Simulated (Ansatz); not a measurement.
Given:

NaCl:
```cif
data_ClNa
_chemical_formula_sum 'Na1 Cl1'
_space_group_name_H-M_alt 'Pm-3m'
_space_group_IT_number 221
_space_group_name_Hall '-P 4 2 3'
_cell_length_a 3.46065
_cell_length_b 3.46065
_cell_length_c 3.46065
_cell_angle_alpha 90.000
_cell_angle_beta 90.000
_cell_angle_gamma 90.000
loop_
_atom_site_label
_atom_site_type_symbol
_atom_site_symmetry_multiplicity
_atom_site_Wyckoff_symbol
_atom_site_fract_x
_atom_site_fract_y
_atom_site_fract_z
_atom_site_occupancy
Na1 Na 1 a 0.00000 0.00000 0.00000 1
Cl1 Cl 1 b 0.50000 0.50000 0.50000 1
```

This is the r²SCAN-relaxed structure.

**Question.** All from r²SCAN in the plane-wave PAW code Ansatz, unless another level is named. Estimate the highest zone-centre frequency (without LO–TO term).

**Answer.** 97 cm^-1.

**Question.** Predict the bulk modulus (Birch–Murnaghan fit).

**Answer.** 29.4 GPa.

This is a known high-pressure phase of the composition, computed here at zero pressure and temperature. The cell was relaxed with r²SCAN under the symmetry of its start. At this level the phase is dynamically unstable (imaginary phonons).

Potentials: the later of the program's two PAW sets.
